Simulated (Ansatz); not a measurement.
The start is a relaxed CdS cell, doubled along one cell vector, shaken by Gaussian noise of σ = 0.08 Å a coordinate. The structure is fully relaxed (lattice and positions, P = 0) with PBE (plane waves to 420 eV, PAW, scalar-relativistic; Ansatz, a program for electronic structure). The first steps use a coarse 7×4×7 k-mesh.

Input geometry:
```yaml
crystal:
  lattice:
    - [0.00000, 2.96331, 2.96331]
    - [5.92662, 0.00000, 5.92662]
    - [2.96331, 2.96331, 0.00000]
  atoms:
    - { symbol: S, position: [0.75802, 0.38478, 0.75661] }
    - { symbol: S, position: [0.75321, 0.86863, 0.75319] }
    - { symbol: Cd, position: [0.02511, 0.99079, 0.01531] }
    - { symbol: Cd, position: [0.01235, 0.49228, 0.01130] }
```

Q: By how much does the energy per atom fall from start to end?

A: 0.020 eV/atom.

Q: Is the parent structure recovered?

A: It returns to the parent structure, F-43m (No. 216).

Q: How do the shortest distances between atoms change?

A: The closest pairs of elements (up to four, under 3.6 Å), start → end: Cd–S 2.48 → 2.57 Å.

Relaxed structure:

Space group F-43m (No. 216); a = b = c = 5.927 Å, α = β = γ = 90.00°

```csv
atom,site,symmetry,x,y,z
S,4b,-43m,0.5000,0.5000,0.5000
Cd,4d,-43m,0.7500,0.7500,0.7500
```
(The calculation used a cell of 2 atoms; values per cell refer to that cell.)

Final values are on a 10×10×10 k-mesh of the relaxed cell. No spin polarisation in the result.
